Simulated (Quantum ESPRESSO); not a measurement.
# Zr4Al2WMg: a curve over strain

Computed values, not a measurement. The program is pw.x of Quantum ESPRESSO 7.5 (plane-wave density functional theory). The cell is made up: eight metal atoms on a hexagonal close-packed lattice, with elements, volume, strain and displacements drawn at random and not relaxed, so it may be unstable or far from any real phase. PseudoDojo standard norm-conserving files set the functional (PBE unless stated); there is no spin polarisation or spin-orbit coupling, the Fermi-Dirac width of 0.25 eV means electrons at about 2900 K, and the masses in the input are unused placeholders. Heavy elements are run without spin-orbit coupling, which real alloys of them have. A spin test at this wide smearing found no moment, but such smearing suppresses magnetism that the real alloy may have.

Seven runs add a strain to one cell (uniform); the atoms follow the cell and are not relaxed. Stress in the table is positive in tension.

Input of the run at -0.0029:

```
&control calculation='scf', pseudo_dir='./dojo.nc.sr.pbe.v0_5.standard.upf', outdir='./o', disk_io='minimal', tprnfor=.true., tstress=.true. /
&system ibrav=0, nat=8, ntyp=4, nbnd=53, ecutwfc=84.00895049, nosym=.true., tot_charge=0,
 occupations='smearing', smearing='fd', degauss=0.0183746611
/
&electrons conv_thr=1.470e-08, electron_maxstep=70, mixing_beta=0.5 /
ATOMIC_SPECIES
Al 1.0 Al.upf
Mg 1.0 Mg.upf
W 1.0 W.upf
Zr 1.0 Zr.upf
CELL_PARAMETERS angstrom
-0.0005 5.2381 -0.026
2.9112 -0.0251 4.8636
2.8984 0.0246 -4.8559
ATOMIC_POSITIONS angstrom
Zr -0.004 0.0109 0.0713
Zr 3.086 0.0565 -0.0788
Zr 2.9727 1.7871 -2.431
Al 2.8555 1.7001 2.4537
Zr 1.2737 2.5489 0.1631
W 4.2359 2.5166 0.1019
Al 1.3663 4.3283 -2.5361
Mg 1.4815 4.3325 2.5232
K_POINTS automatic
5 5 5 1 1 1
```

| added strain | free energy less that of the input shown (eV) | stress xx (GPa) | stress yy (GPa) | stress zz (GPa) | stress xy (GPa) | pressure (GPa) | iterations |
| --- | --- | --- | --- | --- | --- | --- | --- |
| -0.0240 | 0.9418 | -23.75 | -19.60 | -21.15 | -0.12 | 21.50 | 13 |
| -0.0029 | 0.0000 | -13.64 | -10.22 | -11.31 | -0.22 | 11.72 | 13 |
| +0.0036 | -0.1893 | -10.96 | -7.75 | -8.72 | -0.24 | 9.15 | 13 |
| +0.0067 | -0.2644 | -9.75 | -6.63 | -7.55 | -0.25 | 7.98 | 13 |
| +0.0182 | -0.4598 | -5.61 | -2.81 | -3.56 | -0.27 | 3.99 | 14 |
| +0.0240 | -0.5125 | -3.71 | -1.07 | -1.74 | -0.27 | 2.17 | 14 |

Question: one run is left out of the table, at -0.0143. Estimate its stress xx (GPa).

Answer: -18.82. The whole row:

```
added strain  free energy less that of the input shown (eV)  stress xx (GPa)  stress yy (GPa)  stress zz (GPa)  stress xy (GPa)  pressure (GPa)  iterations
     -0.0143                                         0.4442           -18.82           -15.02           -16.34            -0.17           16.73          13
```

A cubic fit gives a slope of stress xx against the added strain of 413 GPa at zero added strain, with the atoms clamped. Across the table the energy follows the integral of volume times stress to 2.6 meV. A rerun of one of the cells at a higher cutoff and on a denser mesh moved values by no more than 0.004 eV in energy, 0.03 GPa in stress and 0.008 eV/Å in force, and a second program with other atomic files agreed on that cell to 2 % rms in force and 0.5 GPa in pressure.